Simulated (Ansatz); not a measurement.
SiC:
```
CELL_PARAMETERS angstrom
      5.35730     0.00000     0.00000
      0.00000     5.35730     0.00000
      0.00000     0.00000     5.35730
ATOMIC_POSITIONS crystal
  Si 0.25000 0.00000 0.50000
  Si 0.75000 0.00000 0.50000
  Si 0.50000 0.25000 0.00000
  Si 0.50000 0.75000 0.00000
  Si 0.00000 0.50000 0.25000
  Si 0.00000 0.50000 0.75000
  C  0.00000 0.25000 0.50000
  C  0.00000 0.75000 0.50000
  C  0.25000 0.50000 0.00000
  C  0.75000 0.50000 0.00000
  C  0.50000 0.00000 0.75000
  C  0.50000 0.00000 0.25000
```

Relaxed with the program Ansatz at the PBE level (PAW). Indices refer to the conventional cell of Pm-3n, a = 5.3573 Å, b = 5.3573 Å, c = 5.3573 Å, α = 90.00°, β = 90.00°, γ = 90.00°.

### Question
Simulate the powder diffraction pattern (Ag Kα, λ = 0.560885 Å; lines above 1 %) up to 2θ = 30°.

### Answer
Simulated powder pattern, Ag Kα, λ = 0.560885 Å (kinematic, ideal powder, no thermal factors, no anomalous dispersion; the 30 strongest lines at most, above 1 %, up to 2θ = 30°):

| 2θ (°) | d (Å) | I/Imax (%) | hkl |
|---|---|---|---|
| 8.49 | 3.788 | 100 | (110) |
| 12.02 | 2.679 | 19 | (200) |
| 13.44 | 2.396 | 46 | (210) |
| 14.73 | 2.187 | 40 | (211) |
| 17.03 | 1.894 | 13 | (220) |
| 19.06 | 1.694 | 18 | (310) |
| 20.90 | 1.547 | 41 | (222) |
| 21.76 | 1.486 | 15 | (320) |
| 22.59 | 1.432 | 21 | (321) |
| 24.17 | 1.339 | 19 | (400) |
| 25.66 | 1.263 | 11 | (411)+(330) |
| 27.08 | 1.198 | 5.9 | (420) |
| 27.76 | 1.169 | 15 | (421) |
| 28.43 | 1.142 | 5.0 | (332) |
| 29.72 | 1.094 | 4.3 | (422) |

The start of the workflow was typed in or built on a structure type; neither database checked (COD, Materials Project) lists it. It is not the phase usual at ambient conditions (space group No. 186, 216). The PBE relaxation kept the symmetry of its start; whether a distortion lowers the energy is not shown.

Potentials: the later of the program's two PAW sets.
